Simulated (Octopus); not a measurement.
BeSe (F-43m, No. 216):
```xyz
2
Lattice="0.0000 2.5840 2.5840 2.5840 0.0000 2.5840 2.5840 2.5840 0.0000" Properties=species:S:1:pos:R:3 pbc="T T T"
Be     0.0000     0.0000     0.0000
Se     1.2920     1.2920     3.8760
```
The cell is a database entry, not relaxed again.

Method: LDA in Octopus 16.4; grid spacing about 0.21 Å, Γ-centred 8×8×8 k-mesh, no spin polarisation; valence-only HGH without core correction for Be Se. Spin-orbit coupling is left out.

Energies in eV against the valence band top; 8 electrons a cell outside the pseudopotentials' cores.

```
k-point (reduced)          band 1  band 2  band 3  band 4  band 5  band 6  band 7
-------------------------  ------  ------  ------  ------  ------  ------  ------
Γ (0.000, 0.000, 0.000)    -13.72    0.00    0.00    0.00       ?    4.96    4.96
X (-0.500, -0.500, 0.000)  -11.99   -4.96   -2.59   -2.59       ?    4.18   11.47
U (-0.375, -0.375, 0.250)  -12.00   -4.54   -3.95   -2.16    3.67    6.73    9.55
K (-0.375, 0.000, 0.375)   -12.00   -4.54   -3.95   -2.16    3.67    6.73    9.55
L (0.000, 0.000, 0.500)    -12.43   -5.60   -1.05   -1.05    4.21    5.91    5.91
W (-0.500, -0.250, 0.250)  -11.95   -4.29   -3.74       ?    6.02    6.95    7.26
```

What belongs in the gaps?


- Γ (0.000, 0.000, 0.000), band 5: 4.07
- W (-0.500, -0.250, 0.250), band 4: -3.23
- X (-0.500, -0.500, 0.000), band 5: 2.52
